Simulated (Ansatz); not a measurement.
Starting cell, TiN (rock salt):

```yaml
crystal:
  lattice:
    - [0.00000, 4.23251, 4.23251]
    - [2.11625, 0.00000, 2.11625]
    - [2.11625, 2.11625, 0.00000]
  atoms:
    - { symbol: N, position: [0.00000, 0.00000, 0.00000] }
    - { symbol: N, position: [0.50000, 0.00000, 0.00000] }
    - { symbol: Ti, position: [0.25000, 0.50000, 0.50000] }
    - { symbol: Ti, position: [0.75000, 0.50000, 0.50000] }
```

In this cell atom 4 (Ti, nearest neighbour N at 2.116 Å; its periodic images, 3.0 Å or more away, move with it) is moved by s towards the nearest neighbour, unit vector (-1.000, 0.000, 0.000); all other atoms and the cell stay fixed.

Level of theory: r2SCAN (plane waves to 500 eV, PAW, scalar-relativistic; Ansatz, a program for electronic structure). k mesh 15×15×15 (Γ-centred), Fermi-Dirac smearing 0.05 eV. E stands for the smeared free energy. Left out: 2 of 11 points, with atoms too close for the PAW data. With partly filled bands, energies and forces of such displacements shift with the k mesh and the smearing. TiN is run without spin polarisation. TiN was relaxed with its symmetry unable to fall. The zero of ΔE is the undisplaced structure. The last digit holds for this mesh only.

| s (Å) | ΔE (meV/cell) |
|---|---|
| -0.336 | withheld |
| -0.252 | 376.4 |
| -0.168 | 149.8 |
| -0.084 | 34.5 |
| 0.000 | 0.0 |
| 0.084 | 34.5 |
| 0.168 | 149.8 |
| 0.252 | 376.4 |
| 0.336 | withheld |

Q: Fit an even polynomial form (powers 2, 4, 6) to the given rows and predict ΔE at s = -0.336.

A: Least squares on the 7 given rows: ΔE = (4742)·s² + (21120)·s⁴ + (-38750)·s⁶, in meV/cell with s in Å; root-mean-square residual 0.01 meV/cell. At -0.336 the fit gives 748.8 meV/cell; the calculation gives 755.4 meV/cell, so the extrapolation is off by -6.6 (-0.9 %). The quadratic term alone would give 535.4 meV/cell.

(A displaced cell: forces are minus the slopes of the energy, force constants its curvatures, and phonons follow from these.)
